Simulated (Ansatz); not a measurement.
**SiP5: zone-centre modes**

All numbers below come from DFT PBE, scalar-relativistic, plane waves, PAW in Ansatz 0.2.0. Settings: 420 eV plane-wave cutoff, Γ-centred 12×12×2 mesh, Gaussian smearing of 0.10 eV. No spin polarisation. Phonons by linear response, acoustic sum rule imposed.

The cell, relaxed at this level:
```
Si P
1.0
     3.43918    0.00000    0.00000
    -1.71959    2.97842    0.00000
     0.00000    0.00000   25.37655
Si P
2 10
Direct
  0.00000 0.00000 0.95370
  0.00000 0.00000 0.04630
  0.66667 0.33333 0.91231
  0.33333 0.66667 0.08769
  0.33333 0.66667 0.73768
  0.00000 0.00000 0.69198
  0.66667 0.33333 0.26232
  0.00000 0.00000 0.30802
  0.66667 0.33333 0.61777
  0.33333 0.66667 0.57201
  0.33333 0.66667 0.38223
  0.66667 0.33333 0.42799
```

It was reached by relaxing an invented guess, and it needn't be the stable form of this composition. In a metal, frequencies depend on the k mesh and the smearing, soft modes most. No dispersion correction is applied, so modes and constants that involve weak contacts between layers, chains or molecules come out too soft.

Optical modes at Γ:
```csv
frequency (cm⁻¹),degeneracy
≈0,2
10,1
13,2
14,1
107,2
116,1
120,2
120,1
120,2
231,1
333,2
335,2
378,2
379,2
438,1
443,1
444,1
445,1
468,1
484,2
487,2
564,1
```

All 33 optical modes at Γ are real: no displacement of atoms at fixed cell lowers the energy to second order. Strains and modes at other wave vectors aren't tested by this run.
